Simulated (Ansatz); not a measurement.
# LiV2ClO6 single point

The input, for Ansatz 0.2.0 (plane waves, PAW):

```yaml
crystal:
  lattice:
    - [5.093826, 0.0, 0.0]
    - [-2.546913, 4.411386, 0.0]
    - [0.0, 0.0, 7.147985]
  atoms:
    - { symbol: Li, position: [0.0, 0.0, 0.0] }
    - { symbol: V, position: [0.3333, 0.6667, 0.0] }
    - { symbol: V, position: [0.6667, 0.3333, 0.0] }
    - { symbol: O, position: [0.0, 0.63615, 0.1334] }
    - { symbol: O, position: [0.36385, 0.36385, 0.1334] }
    - { symbol: O, position: [0.63615, 0.0, 0.1334] }
    - { symbol: O, position: [0.36385, 0.0, 0.8666] }
    - { symbol: O, position: [0.63615, 0.63615, 0.8666] }
    - { symbol: O, position: [0.0, 0.36385, 0.8666] }
    - { symbol: Cl, position: [0.0, 0.0, 0.5] }
  symmetry: { tolerance: 0.0003 }
kpoints:
  mp_grid: { grid: [8, 8, 5], shift: [0, 0, 0] }
  band_path:
    path:
      - [0.0, 0.0, 0.0]
      - [0.5, 1.9e-07, 0.0]
      - [0.33333333, 0.33333352, 0.0]
      - [0.0, 0.0, 0.0]
      - [0.0, 0.0, 0.5]
      - [0.5, 1.9e-07, 0.5]
      - [0.33333333, 0.33333352, 0.5]
      - [0.0, 0.0, 0.5]
      - [0.5, 1.9e-07, 0.5]
      - [0.5, 1.9e-07, 0.0]
      - [0.33333333, 0.33333352, 0.5]
    npoints: 7
magnetization:
  spin_polarized: false
scf:
  occupations: { method: cold, width: 0.2328 }
  lower_state_search: "off"
  max_iter: 200
hamiltonian:
  pseudopotentials: { kind: paw }
  xc: blyp
basis:
  ecutwfc: 420
  fft_grid_basis: typed
output:
  forces: true
  stress: true
  eigenvalues: true
  bader: true
  populations: true
  elf: true
  write_potential: true
  volumetric_format: npy
  dos:
    e_range: [-12, 8]
    de: 0.05
    projected: { site_lists: { Cl: [Cl], Li: [Li], O: [O], V: [V] } }
  write_density: true
checkpoint:
  read: saved_state
```

Run as

```sh
ansatz run input.yaml --threads 2 --pin off --max-ram 2560MiB --backend cpu --events-out ev --progress --plain --runs-dir out
```

The saved state is an earlier solution for the same cell, perhaps on another mesh. 

Excerpt of what it printed:

```
SCF iter   1: F=—  Δρ=2.18e-3  dr2=9.79e-3
SCF iter   2: F=—  S|Δr|=    0.00e0  Δρ=1.40e-3  dr2=3.47e-3
SCF iter   3: F=—  S|Δr|=    0.00e0  Δρ=7.06e-4  dr2=1.35e-3
SCF iter   4: F=—  S|Δr|=    0.00e0  Δρ=2.95e-4  dr2=2.12e-4
SCF iter   5: F=—  S|Δr|=    0.00e0  Δρ=1.50e-4  dr2=2.18e-5
SCF iter   6: F=—  S|Δr|=    0.00e0  Δρ=3.80e-5  dr2=1.22e-6
SCF iter   7: F=-10545.2913 eV  S|Δr|=    0.00e0  Δρ=4.28e-6  dr2=3.25e-8
Free energy (F): -10545.2913 eV
Harris-Foulkes:  -10545.2913 eV  (|F-HF|=9.32e-8)
Internal energy: -10545.3380 eV  (E = F + TS)
E sigma→0 (E₀):  -10545.3068 eV
Entropy (-TS):   0.0467 eV (4.673 meV/atom)
Fermi energy:    1.4936 eV
--- Per-component energies (eV) ---
  E_band       = -1012.6724
  E_kinetic    = 1891.4531
  E_local      = -10415.7636  (includes V_loc(G=0)·N_el)
  E_nonlocal   = 182.4875
  E_hartree    = 4471.1620
  E_xc         = -807.5337
  E_vxc        = -1010.0307  (∫ρ·V_xc dr)
  E_paw        = -3882.2908  (= ΣΔE_a)
  E_vpaw       = -603.1401  (= ΣTr[D̂ρ^β])
  E_aug_tail   = 0.0151  (compensation charges beyond the density's cutoff)
  E_ewald      = -1984.9343
  E_core_change = 0.0668  (= ΣΔE_core)
  E_smearing   = 0.0467  (= −TS)
--- Stress (GPa, compression-positive) ---
        0.3763       0.0000       0.0000
        0.0000       0.3763       0.0000
        0.0000       0.0000       0.7858
  P = ⅓ Tr σ = 0.5128 GPa (5.128 kbar)
--- Löwdin populations: 10 sites ---
  site symbol       q [e]
     0     Li      2.2508
     1      V     11.5536
     2      V     11.5536
     3      O      6.5693
     4      O      6.5693
     5      O      6.5693
     6      O      6.5693
     7      O      6.5693
     8      O      6.5693
     9     Cl      6.9757
  spilling = 0.0035 (of n_electrons = 72.0000)
--- Bader charges: 10 sites ---
  site symbol  charge [e]  shift [e]
     0     Li      0.8949     0.0009
     1      V      2.2453     0.0050
     2      V      2.2452     0.0050
     3      O     -0.9004     0.0018
     4      O     -0.9004     0.0018
     5      O     -0.9003     0.0018
     6      O     -0.9004     0.0018
     7      O     -0.9004     0.0018
     8      O     -0.9004     0.0018
     9     Cl      0.0168     0.0000
```

Absolute energies hang on the potentials; compare differences alone.

Origin: a known structure type with other elements, at an estimated volume, so it need not be a known compound. Caveats: no spin polarisation, so a magnetic state may lie lower; wide smearing; forces of this functional can be a tenth off on these datasets.

Cost: 90 s on 2 threads of Arm Neoverse N1, with other jobs on the host, peak memory 0.68 GiB (start from a saved density).
